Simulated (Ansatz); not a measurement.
Starting cell, SrTiO3 (cubic perovskite):

```xyz
5
Lattice="3.9365 0.0000 0.0000 0.0000 3.9365 0.0000 0.0000 0.0000 3.9365" Properties=species:S:1:pos:R:3 pbc="T T T"
Sr     0.0000     0.0000     0.0000
Ti     1.9682     1.9682     1.9682
O      0.0000     1.9682     1.9682
O      1.9682     1.9682     0.0000
O      1.9682     0.0000     1.9682
```

In this cell atom 1 (Sr, nearest neighbour O at 2.784 Å; its periodic images, 3.9 Å or more away, move with it) is moved by s along Cartesian [111], unit vector (0.577, 0.577, 0.577); all other atoms and the cell stay fixed.

All values below come from PBE (plane waves to 420 eV, PAW, scalar-relativistic; Ansatz, a program for electronic structure). k mesh 7×7×7 (Γ-centred), Fermi-Dirac smearing 0.05 eV. Energies are smeared free energies. Stress and pressure are positive under compression. Left out: 2 of 11 points, with atoms too close for the PAW data. F∥ is the force on the atom along that direction. SrTiO3 is run without spin polarisation. SrTiO3 was relaxed with its symmetry unable to fall. The PAW data are Ansatz's earlier set. ΔE is measured from the undisplaced structure.

```tsv
s (Å)	ΔE (meV/cell)	P (GPa)	F∥ (eV/Å)
-0.672	1300	12.4	5.543
-0.504	592	6.4	3.062
-0.336	219	2.7	1.514
-0.168	48	0.6	0.598
0.000	0	0.0	0.000
0.168	48	0.6	-0.598
0.336	219	2.7	-1.514
0.504	592	6.4	-3.062
0.672	1300	12.4	-5.543
```

Read from the data:

The energy at s = 0.672 Å comes out as 1300 meV/cell and the force along the line at s = -0.672 Å is 5.54 eV/Å. The force constant k = d²E/ds² at s = 0 (finite differences) is 3.24 eV/Å². Symmetry of the curve: even: the same for both signs. Shape of the curve: a single well with its minimum at or next to zero displacement. Harmonic estimate at the end of the scan: ½ks² = 732 meV/cell against the computed 1300 meV/cell, so the well is stiffer than harmonic there.

(A displaced cell: forces are minus the slopes of the energy, force constants its curvatures, and phonons follow from these.)
